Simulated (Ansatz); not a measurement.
Total density of states per atom from DFT-r²SCAN in the program Ansatz with PAW potentials, in 0.25 eV bins, energy from the Fermi level:

```
E (eV) | states/eV/atom
    -7.85 | # 0.26
    -7.60 | ### 0.62
    -7.35 | ### 0.54
    -7.10 | #### 0.75
    -6.85 | ##### 0.94
    -6.60 | #### 0.72
    -6.35 | ###### 1.13
    -6.10 | ######## 1.43
    -5.85 | ##### 0.96
    -5.60 | ### 0.49
    -5.35 | ### 0.49
    -5.10 | ### 0.61
    -4.85 | ## 0.39
    -4.60 | # 0.16
    -4.35 |  0.04
    -4.10 |  0.00
    -3.85 |  0.00
    -3.60 |  0.00
    -3.35 |  0.00
    -3.10 |  0.00
    -2.85 |  0.00
    -2.60 |  0.00
    -2.35 |  0.00
    -2.10 |  0.00
    -1.85 |  0.00
    -1.60 |  0.00
    -1.35 |  0.00
    -1.10 | # 0.13
    -0.85 | ## 0.43
    -0.60 | ## 0.32
    -0.35 | ## 0.34
    -0.10 | ## 0.43
     0.15 | #### 0.67
     0.40 | ###### 1.14
     0.65 | ############### 2.87
     0.90 | ############################## 5.66
     1.15 | ############# 2.44
```

Problem. Pick the material that matches.
A. Ti3CuC2, P6_3/mmc (Ti on 4f, Ti on 2a, Cu on 2b, C on 4f)
B. Zn2GeO4, spinel
C. ZnGaNO, P3m1 (Pearson symbol hP8)
D. LaTiO2F, P4/mmm (La on 1d, Ti on 1a, O on 2f, F on 1b)

Solution. D, LaTiO2F, P4/mmm (La on 1d, Ti on 1a, O on 2f, F on 1b). Within 0.5 eV of the Fermi level: Ti 3d 34 %, La 4f 33 %, La 5d 26 %. Projections are on Löwdin-orthogonalised atomic valence shells; empty p or d shells of many metals are not among them.

The start of the workflow was typed in or built on a structure type; neither database checked (COD, Materials Project) lists it. Its standing as an ambient phase is unchecked. The cell was relaxed with r²SCAN under the symmetry of its start, as lowered by the spin order; its stability against distortions is not shown here. Spin order of the final state: antiferromagnetic, chosen from 3 collinear starts compared on coarse meshes (ties went to the first, and starts can fall back to one state), not a proven ground state. Other orbital occupations within this spin state were not tried. No Hubbard U is applied. The compound may be a true metal, but semilocal functionals without U, or a wrong spin order, can also close a gap. Spin–orbit coupling is left out wherever it is not named.

Potentials: the earlier of the program's two PAW sets. The files were generated under PBE; for other functionals the program regenerates the frozen cores, and for LDA and PBEsol the local potential too.
